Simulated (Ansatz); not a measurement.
**CaPbF$_{6}$: settings compared (Ansatz)**

The command:

```bash
ansatz run input.yaml --threads 1 --pin off --max-ram 2560MiB --backend cpu --events-out ev --progress --plain --runs-dir out
```

Input:

```yaml
crystal:
  lattice:
    - [0.0, 4.25492, 4.25492]
    - [4.25492, 0.0, 4.25492]
    - [4.25492, 4.25492, 0.0]
  atoms:
    - { symbol: F, position: [0.75, 0.25, 0.25] }
    - { symbol: F, position: [0.25, 0.75, 0.25] }
    - { symbol: F, position: [0.25, 0.75, 0.75] }
    - { symbol: F, position: [0.75, 0.25, 0.75] }
    - { symbol: F, position: [0.25, 0.25, 0.75] }
    - { symbol: F, position: [0.75, 0.75, 0.25] }
    - { symbol: Ca, position: [0.5, 0.5, 0.5] }
    - { symbol: Pb, position: [0.0, 0.0, 0.0] }
  symmetry: { tolerance: 0.0003 }
kpoints:
  mp_grid: { grid: [4, 4, 4], shift: [0, 0, 0] }
magnetization:
  spin_polarized: false
scf:
  occupations: { method: gaussian, width: 0.0801 }
hamiltonian:
  pseudopotentials: { kind: paw }
  xc: r2scan
basis:
  ecutwfc: 500
output:
  forces: true
  stress: true
  eigenvalues: true
```

Origin of the cell: a database entry, scaled a little.

Output of this run (shortened):

```
Pseudopotentials: kind: paw
Pseudopotential: F, paw, valence charge 7, recommended cutoff 500 eV (meta_gga), F.paw.azcp
Pseudopotential: Ca, paw, valence charge 10, recommended cutoff 500 eV (meta_gga), Ca.paw.azcp
Pseudopotential: Pb, paw, valence charge 14, recommended cutoff 500 eV (meta_gga), Pb.paw.azcp
Functional definition: r2SCAN
  exchange = r2scan_x(k0 = k0, k1 = k1, a1 = a1)
  correlation = r2scan_c
Crystal: 8 atoms, lattice volume = 154.065 Å³
Basis set: ecut = 500 eV, 3839 PW (Γ), exchange–correlation on 180×180×180 points (64 copies of the dense FFT grid, shifted against one another)
Bands: 41, of which v1, the nominal top of the filled ones, is band 33 counted from 1 (32 counted from 0)
Symmetry: 48 space group operations
[… 11 lines left out …]
Initial density: superposition of atomic densities (neutral atoms: chi_scale 0, normalization atom), corrected by the library's trained network
Functional: x = r2scan, c = r2scan; τ floored in thin density (d = 2e-4 eV/Å³)
SCF iter   1: F=—  HF=-18606.285212 eV  Δρ=9.63e-3  dr2=1.17e-1  dr2_τ=1.90e-1  defer=6
SCF iter   2: F=—  HF=-18606.403745 eV  Δρ=4.46e-3  dr2=1.14e-2  dr2_τ=2.54e-3  defer=14
SCF iter   3: F=—  HF=-18606.403760 eV  Δρ=1.59e-3  dr2=2.73e-3  dr2_τ=2.63e-4  defer=6
SCF iter   4: F=—  HF=-18606.403275 eV  Δρ=2.42e-4  dr2=3.94e-5  dr2_τ=8.96e-6  defer=6
SCF iter   5: F=—  HF=-18606.403423 eV  Δρ=4.61e-5  dr2=3.24e-6  dr2_τ=3.34e-7  defer=6
SCF iter   6: F=—  HF=-18606.403429 eV  Δρ=7.22e-6  dr2=1.67e-7  dr2_τ=1.06e-8  defer=6
SCF iter   7: F=-18606.403430 eV  HF=-18606.403430 eV  Δρ=2.78e-6  dr2=2.23e-8  dr2_τ=8.60e-10
SCF 1 converged in 7 iterations: F = -18606.403430 eV  dr2 = 2.23e-8
SCF converged after 7 iterations
Free energy (F): -18606.403430 eV
Harris-Foulkes:  -18606.403430 eV  (|F-HF|=1.15e-7)
Internal energy: -18606.403430 eV  (E = F + TS)
E sigma→0 (E₀):  -18606.403430 eV
Fermi energy:    0.223510 eV
--- Per-component energies (eV) ---
  E_band       = -709.046799
  E_kinetic    = 1816.033683
  E_local      = -7167.777841  (includes V_loc(G=0)·N_el)
  E_nonlocal   = 859.027855
  E_hartree    = 2791.958122
  E_xc         = -812.108420
  E_vxc        = -1026.021695  (∫ρ·V_xc dr)
  E_paw        = -12533.022726  (= ΣΔE_a)
  E_vpaw       = -847.783594  (= ΣTr[D̂ρ^β])
  E_aug_tail   = 0.006816  (compensation charges beyond the density's cutoff)
  E_vtau       = 73.555576  (kinetic-family band-sum trace: ∫τ·v_τ [+ j·A + Jᵃ·Aᵃ] dr)
  E_ewald      = -3561.077408
  E_core_change = 0.556488  (= ΣΔE_core)
  E_smearing   = -0.000000  (= −TS)
  Σ components = -18606.403430   (vs F -18606.403430, Δ=0.00e0)
--- Forces (eV/Å), atoms counted from 1 ---
  atom   1  F     -1.802866     0.000000    -0.000000
  atom   2  F     -0.000000    -1.802866    -0.000000
  atom   3  F      1.802866     0.000000    -0.000000
  atom   4  F      0.000000     1.802866     0.000000
  atom   5  F      0.000000    -0.000000    -1.802866
  atom   6  F     -0.000000    -0.000000     1.802866
  atom   7  Ca     0.000000    -0.000000     0.000000
  atom   8  Pb    -0.000000     0.000000     0.000000
  max |Σ_I F_I| component: 2.22e-16 eV/Å
--- Stress (GPa, compression-positive) ---
        0.203627       0.000000      -0.000000
        0.000000       0.203627       0.000000
        0.000000       0.000000       0.203627
  P = ⅓ Tr σ = 0.2036 GPa (2.036 kbar)
```

The same input was run again with these changes:

1. `scf.eigensolver.kind` default → davidson; `basis.precision` default → f64
2. `kpoints.mp_grid.grid` [4, 4, 4] → [2, 2, 2]; `scf.convergence.dr2_threshold` default → 1.0e-09; `scf.mixing.algorithm` default → anderson; `scf.mixing.beta` default → 0.1
3. `scf.convergence.dr2_threshold` default → 1.0e-06; `scf.initial_density.chi_scale` default → 0.3
4. `scf.mixing.preconditioner` default → none; `scf.mixing.algorithm` default → broyden; `scf.mixing.beta` default → 0.5; `scf.mixing.ndim` default → 2

```json
{"run": "base", "end": "converged", "SCF iterations": "7", "P (GPa)": "0.20", "max force component (eV/Å)": "1.803", "moment (μB)": "–", "ΔE(σ→0) (meV/atom)": "0"}
{"run": "1", "end": "converged", "SCF iterations": "7", "P (GPa)": "0.20", "max force component (eV/Å)": "1.803", "moment (μB)": "–", "ΔE(σ→0) (meV/atom)": "0.00"}
{"run": "2", "end": "converged", "SCF iterations": "17", "P (GPa)": "0.23", "max force component (eV/Å)": "1.827", "moment (μB)": "–", "ΔE(σ→0) (meV/atom)": "2.37"}
{"run": "3", "end": "converged", "SCF iterations": "11", "P (GPa)": "0.20", "max force component (eV/Å)": "1.803", "moment (μB)": "–", "ΔE(σ→0) (meV/atom)": "0.00"}
{"run": "4", "end": "converged", "SCF iterations": "7", "P (GPa)": "0.20", "max force component (eV/Å)": "1.803", "moment (μB)": "–", "ΔE(σ→0) (meV/atom)": "0.00"}
```

Energies are compared only where functional, datasets, charge and starting cell are the same.

Caveats of the base run: no spin-orbit coupling, though heavy elements are present.

Run 1: the exchange-correlation potential is rough where the density is thin.
Run 2: the exchange-correlation potential is rough where the density is thin.
Run 3: the SCF threshold is loose for forces.

The base run took 6.9 s of wall time on 1 CPU thread(s) of a shared host, from the program's own first density.
